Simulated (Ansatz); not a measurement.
## Structure relaxation, Pt

The start is a relaxed Pt cell displaced along its unstable phonon at q = Γ (42i cm⁻¹), largest move 0.15 Å. The structure is fully relaxed (lattice and positions, P = 0) with r2SCAN (plane waves to 500 eV, PAW, scalar-relativistic; Ansatz, a program for electronic structure). The first steps use a coarse 14×14×14 k-mesh.

Initial structure:
```
Pt
1.0
    0.00000     2.36355     4.83361
    1.36198     0.00000     4.83361
    1.36198     2.36355     0.00000
Pt
2
Direct
  0.30507   0.19493   0.19493
  0.94493   0.05507   0.05507
```

### Question
Which atoms feel the largest initial force, and how large is it?

### Answer
0.08 eV/Å, on Pt1, Pt2 (atoms numbered as listed).

### Question
How much energy is released per atom?

### Answer
0.06 eV/atom.

### Question
Is the parent structure recovered?

### Answer
It does not go back: it reaches Fm-3m (No. 225), fcc (Cu type), 0.07 eV/atom below the parent.

### Question
Is the relaxed structure metallic? Give its gap.

### Answer
No gap (metallic).

### Question
Give the final cell and atomic positions.

### Answer

```cif
data_Pt4
_chemical_formula_sum 'Pt4'
_space_group_name_H-M_alt 'Fm-3m'
_space_group_IT_number 225
_space_group_name_Hall '-F 4 2 3'
_cell_length_a 3.94026
_cell_length_b 3.94026
_cell_length_c 3.94026
_cell_angle_alpha 90.000
_cell_angle_beta 90.000
_cell_angle_gamma 90.000
loop_
_atom_site_label
_atom_site_type_symbol
_atom_site_symmetry_multiplicity
_atom_site_Wyckoff_symbol
_atom_site_fract_x
_atom_site_fract_y
_atom_site_fract_z
_atom_site_occupancy
Pt1 Pt 4 a 0.00000 0.00000 0.00000 1
```
(The calculation used a cell of 1 atom; values per cell refer to that cell.)

Final values are on a 20×20×20 k-mesh of the relaxed cell. No spin polarisation in the result.

The run could not lose the symmetry of its start.

Of the parent cell (Fddd (No. 70)): it is a generated cell of Pt: the first start was made by placing the elements on the sites of a structure type, and the end was not matched to a known phase here, so it may be hypothetical. Known forms of Pt include space group No. 225.
